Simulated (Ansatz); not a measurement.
Relaxed Zn (hcp, Mg type):

```
CELL_PARAMETERS angstrom
      2.64679     0.00000     0.00000
     -1.32339     2.29218     0.00000
      0.00000     0.00000     4.67938
ATOMIC_POSITIONS crystal
  Zn 0.33333 0.66667 0.75000
  Zn 0.66667 0.33333 0.25000
```

In this cell atom 1 (Zn, nearest neighbour Zn at 2.647 Å; its periodic images, 2.6 Å or more away, move with it) is moved by s along Cartesian x, unit vector (1.000, 0.000, 0.000); all other atoms and the cell stay fixed.

Computed with r2SCAN (plane waves to 500 eV, PAW, scalar-relativistic; Ansatz, an electronic-structure program). k mesh 16×16×8 (Γ-centred), Fermi-Dirac smearing 0.05 eV. E stands for the smeared free energy. With partly filled bands, energies and forces of such displacements shift with the k mesh and the smearing. On this mesh the relaxed cell isn't quite at rest: it carries a pressure of 0.2 GPa (compression positive) at the zero of the scan. Zn was relaxed with its symmetry unable to fall. ΔE is measured from the undisplaced structure. The last digit holds for this mesh only.

| s (Å) | ΔE (meV/cell) |
|---|---|
| -0.530 | 103.1 |
| -0.424 | 69.0 |
| -0.318 | 40.2 |
| -0.212 | withheld |
| -0.106 | 4.7 |
| 0.000 | 0.0 |
| 0.106 | 4.7 |
| 0.212 | withheld |
| 0.318 | 40.2 |
| 0.424 | 69.0 |
| 0.530 | 103.1 |

Task: Fit an even polynomial form (powers 2, 4) to the given rows and predict ΔE at s = 0.212.

Result: Least squares on the 9 given rows: ΔE = (414.3)·s² + (-168.4)·s⁴, in meV/cell with s in Å; root-mean-square residual 0.04 meV/cell. At 0.212 the fit gives 18.3 meV/cell; the calculation gives 18.4 meV/cell, so the interpolation is off by -0.1 (-0.5 %). The quadratic term alone would give 18.6 meV/cell.

(For displaced atoms, the force is minus the slope of the energy, and its curvature is a force constant, which sets phonon frequencies.)
